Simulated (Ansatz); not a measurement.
Input and command of a plane-wave DFT calculation in Ansatz:

```yaml
crystal:
  lattice:
    - [-1.6555580008, 1.6555580008, 1.6555580008]
    - [1.6555580008, -1.6555580008, 1.6555580008]
    - [1.6555580008, 1.6555580008, -1.6555580008]
  atoms:
    - { symbol: Nb, position: [0.0, 0.0, 0.0] }
basis:
  ecutwfc: 420
kpoints:
  mp_grid: { grid: [18, 18, 18] }
hamiltonian:
  xc: pbe
  dispersion: d3bj
scf:
  occupations: { method: gaussian, width: 0.1 }
output:
  forces: true
  stress: true
  eigenvalues: true
relax:
  adjacent_minimum: "off"
  f_tol: 0.005
  max_steps: 50
  cell: { stress_tol: 0.05 }
```

```bash
ansatz run input.yaml --threads 1 --pin off --max-ram 2560MiB --backend cpu --events-out ev --progress --plain --runs-dir out
```

Processor: Arm Neoverse V2, 1 thread, on a host shared with other jobs.

Task: How long does it run, and how much memory does it take?

Result: About 10 s on 1 thread of Arm Neoverse V2, on a shared host, peak memory 0.32 GiB. It solves 11 bands at 195 k points (the mesh reduced by symmetry) with about 321 plane waves (on the last cell), in 25 SCF iterations over 5 ionic steps.
